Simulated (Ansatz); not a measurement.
Suppose Al7Cu takes space group Fm-3m (No. 225), with Al on 24d and 4a; Cu on 4b.

Theory: DFT PBE, scalar-relativistic, plane waves, PAW (Ansatz). Cutoff 420 eV, Γ-centred mesh, Gaussian smearing, no spin polarisation.

Formation energies are uncorrected and refer to the elements' standard structures at the same level.

**Question.** Give the relaxed lattice parameters and positions.

**Answer.**

Space group Fm-3m (No. 225). a = 7.960 Å, b = 7.960 Å, c = 7.960 Å, α = 90.00°, β = 90.00°, γ = 90.00°
```json
{"atom": "Al", "site": "24d", "symmetry": "m.mm", "x": "0.0000", "y": "0.7500", "z": "0.7500"}
{"atom": "Al", "site": "4a", "symmetry": "m-3m", "x": "0.0000", "y": "0.0000", "z": "0.0000"}
{"atom": "Cu", "site": "4b", "symmetry": "m-3m", "x": "0.5000", "y": "0.0000", "z": "0.0000"}
```

Al on a site of symmetry mmm is surrounded by 10 Al at 2.81 Å and 2 Cu at 2.81 Å; Al on a site of symmetry m-3m is surrounded by 12 Al at 2.81 Å; Cu is surrounded by 12 Al at 2.81 Å.

**Question.** And its energy and gap?

**Answer.** The energy over the elements is −0.01 eV/atom and the gap on the 8×8×8 mesh of the 8-atom cell is 0 eV (a metal). The formation energy is too near zero to say whether this cell lies below the elements.

The last run used Gaussian smearing of 0.10 eV. The k mesh leaves some 4 meV/atom of noise in the energy of each metallic cell. A later test with randomly moved atoms came back to the same energy, though modes that don't fit the test's cell weren't probed.
